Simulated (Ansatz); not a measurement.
Polymorphs of AgW, each relaxed with the program Ansatz at the PBE level (PAW):

A: rock salt (Fm-3m), a = 5.3386 Å, b = 5.3386 Å, c = 5.3386 Å, α = 90.00°, β = 90.00°, γ = 90.00°

B: Cmcm, a = 2.722 Å, b = 11.106 Å, c = 4.515 Å, α = β = γ = 90.00°

C: Pmma, a = 4.642 Å, b = 2.733 Å, c = 5.250 Å, α = β = γ = 90.00°

D: L1₀ or tetragonal B2 (P4/mmm), a = 2.6892 Å, b = 2.6892 Å, c = 4.5684 Å, α = 90.00°, β = 90.00°, γ = 90.00°

E: CsCl type (Pm-3m), a = b = c = 3.217 Å, α = β = γ = 90.00°

Problem. Rank these by energy per atom at 0 K (lowest first), as PBE gives it.

Solution. C (+0 meV/atom), D (+16 meV/atom), B (+57 meV/atom), E (+511 meV/atom), A (+1363 meV/atom)

Typed or built starts, not in the databases checked: A; B; C; D; E. All cells were relaxed under the symmetry of their starts (and spin orders); stability against distortions was not tested throughout. Rows with no word on spin ran without spin polarisation. Scalar-relativistic: spin–orbit coupling is off unless named, which matters more the heavier the elements.

Energies hold the estimated change up to a 700 eV cutoff; steps of a few meV lie near the error of the meshes.

Potentials: the later of the program's two PAW sets.
